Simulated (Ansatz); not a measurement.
The calculation used DFT PBE, scalar-relativistic, plane waves, PAW, and for the lanthanide a 4f-in-core norm-conserving potential, in Ansatz. Settings: cutoff 690 eV, Γ-centred meshes spaced at most about 0.3 Å⁻¹, and about 0.25 Å⁻¹ or finer for metals (2π included), Gaussian smearing. No spin polarisation in the final relaxations.

Temperature and zero-point effects are left out. All come from trial cells, and lower structures may exist.

**Question.** Order these relaxed structures of Sm₄TaI by energy, lowest first, with the energy over the lowest of them.
A.

```xyz
6
Lattice="5.2650 0.0000 0.0000 0.0000 5.2650 0.0000 0.0000 0.0000 7.3009" Properties=species:S:1:pos:R:3 pbc="T T T"
Sm    0.0000    2.6325    1.6901
Sm    2.6325    0.0000    1.6901
Sm    0.0000    2.6325    5.6108
Sm    2.6325    0.0000    5.6108
Ta    2.6325    2.6325    0.0000
I     2.6325    2.6325    3.6504
```

B.

```xyz
6
Lattice="5.1759 0.0000 0.0000 0.0000 5.1759 0.0000 0.0000 0.0000 7.4763" Properties=species:S:1:pos:R:3 pbc="T T T"
Sm    2.5880    0.0000    5.8123
Sm    0.0000    2.5880    1.6641
Sm    2.5880    0.0000    1.6641
Sm    0.0000    2.5880    5.8123
Ta    0.0000    0.0000    0.0000
I     2.5880    2.5880    3.7382
```

C.

```xyz
6
Lattice="0.0000 4.4770 4.4770 4.4770 0.0000 4.4770 4.4770 4.4770 0.0000" Properties=species:S:1:pos:R:3 pbc="T T T"
Sm    1.1478    1.1478    1.1478
Sm    1.1478    3.3293    3.3293
Sm    3.3293    3.3293    1.1478
Sm    3.3293    1.1478    3.3293
Ta    4.4770    4.4770    4.4770
I     6.7156    6.7156    6.7156
```

**Answer.** B (0 meV/atom), A (127 meV/atom), C (504 meV/atom). Forms: B P4/mmm; A P4/mmm; C F-43m. Counting Sm or Ta atoms around I (for each partner element, those within 1.25 times its shortest distance or 1.15 times the sum of covalent radii, where it is the nearest in units of that sum or under 1.3; a plus sign parts groups by distance over the sum of covalent radii): B has I 8; A has I 8+2; C has I 12+4. Even the lowest lies +0.21 eV/atom against the elements.

Spin–orbit coupling, which can matter for I and Ta, is left out. A magnetic state wasn't ruled out in cells without spin, among them P4/mmm at 33.4 Å³/atom, P4/mmm at 33.7 Å³/atom, F-43m. Cells relaxed within their symmetry can be saddle points. Some candidate types were left out of the draw beforehand, so a known form may be missing.

The lanthanide is trivalent by construction, without f bands, f moments or other valences. The reference runs of the other elements, and any phases without the lanthanide, used 420 eV, which shifts energies against them by under 10 meV/atom. The lanthanide's reference is the lowest of its hcp, dhcp and fcc cells.
